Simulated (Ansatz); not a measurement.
Stress against strain in La3Tl

```xyz
4
Lattice="5.0600 0.0000 0.0000 0.0000 5.0600 0.0000 0.0000 0.0000 5.0600" Properties=species:S:1:pos:R:3 pbc="T T T"
La    0.0000    2.5300    2.5300
La    2.5300    0.0000    2.5300
La    2.5300    2.5300    0.0000
Tl    0.0000    0.0000    0.0000
```

Atom numbers follow the list: La1, La2, La3, Tl4.

The geometry is COD entry 1522573, unchecked; take it as a test cell.

Spin–orbit coupling is left out, though it moves levels of the heavy atoms by tenths of an eV or more.

All numbers below come from Ansatz 0.2.0, DFT, LDA, all-electron LAPW, scalar-relativistic.

Settings: a Γ-centred 8×8×8 k mesh, Fermi–Dirac smearing of 0.08 eV, basis error target 0.5 meV/atom, no spin polarisation.

The strain is applied along the Cartesian axes of the cell as listed (the other components stay zero). Fractional coordinates are held (clamped ions).

σ is the change of stress from the unstrained cell, which is at -3.59 GPa; tension is positive, so slopes are stress–strain coefficients at that pressure. In a metal the k mesh adds noise.

Only quantities that a quadratic follows smoothly over the whole series are listed; rougher ones are left out.

```tsv
εxx = εyy	σzz (GPa)	σxx (GPa)
-0.0200	-1.08	-1.65
-0.0100	-0.51	-0.78
0.0000	0.00	0.00
0.0200	0.87	1.34
```

Question: Fit the series and read off the stiffness at zero strain.

Answer: Least-squares fits y = p0 + p1 x + p2 x² to the rows give σzz (GPa): p1 = 48.7, p2 = -270; σxx (GPa): p1 = 74.7, p2 = -390. So 2 C12 = 49 GPa and C11 + C12 = 75 GPa.

Question: One run, at εxx = εyy = 0.0100, is withheld. Predict its row.

Answer: The fits give 0.46, 0.71; the run gave 0.46, 0.71.
